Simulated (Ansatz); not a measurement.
Generalised stacking fault of PbSe (rock salt) on the {100} plane. The cell below holds the perfect crystal with the plane normal along z; tilting its third vector by the shift puts one fault into each cell, between planes 3.11 Å apart, at fixed cell height.

```
PbSe
1.0
    4.39655     0.00000     0.00000
    0.00000     4.39655     0.00000
    2.19827     2.19827     9.32648
Se Pb
3 3
Cartesian
  1.83189   1.83189   7.77207
  1.83189   1.83189   1.55441
  4.03017   4.03017   4.66324
  4.03017   4.03017   7.77207
  4.03017   4.03017   1.55441
  1.83189   1.83189   4.66324
```

In-plane vectors a = (4.397, 0.000) Å, b = (0.000, 4.397) Å, area 19.33 Å². The shift is x·a + y·b, and the map repeats with period 1 in x and y. The shift is rigid: no atom relaxes. γ = [E(shift) − E(0)] / area.

Computed with PBE (plane waves to 420 eV, PAW, scalar-relativistic; Ansatz, an electronic-structure program). k mesh 7×7×7 (Γ-centred), Fermi-Dirac smearing 0.05 eV. E is the zero-smearing estimate. As the smearing reaches across the gap at some points, the k mesh leaves noise in γ, roughly 0.02 J/m² as judged from a few cases. Faults lie only 9.3 Å apart, and holding the cell height and the atoms raises γ above its relaxed value. PbSe was relaxed with its symmetry unable to fall. Spin-orbit coupling is left out, though Pb is heavy. The PAW data are Ansatz's earlier set. The last digit holds for this mesh only.

Changes of γ (J/m²) from the point x = 0.000, y = 0.000 when one coordinate moves alone (two changes are said to add if the coupling is within 5 % of the smaller one, nearly so within 20 %):

```json
[
 {"point": "x = 0.167, y = 0.000", "change": "0.104"},
 {"point": "x = 0.333, y = 0.000", "change": "0.310"},
 {"point": "x = 0.500, y = 0.000", "change": "0.409"},
 {"point": "x = 0.667, y = 0.000", "change": "0.310"},
 {"point": "x = 0.833, y = 0.000", "change": "0.104"},
 {"point": "x = 0.000, y = 0.167", "change": "0.104"},
 {"point": "x = 0.000, y = 0.333", "change": "0.310"},
 {"point": "x = 0.000, y = 0.500", "change": "0.409"},
 {"point": "x = 0.000, y = 0.667", "change": "0.310"},
 {"point": "x = 0.000, y = 0.833", "change": "0.104"}
]
```

Problem. Do the two effects add at x = 0.500, y = 0.167? Give the computed change.

Solution. The sum of the single changes is 0.409 + (0.104) = 0.513; the calculation gives 0.534, so the coupling contributes 0.021 (over 20 % of the smaller single change, not additive).

Problem. Do the two effects add at x = 0.667, y = 0.500? Give the computed change.

Solution. The sum of the single changes is 0.310 + (0.409) = 0.719; the calculation gives 0.802, so the coupling contributes 0.083 (over 20 % of the smaller single change, not additive).

(The slope of γ gives the shear force per area between the displaced halves; near zero shift its curvature is an elastic stiffness.)
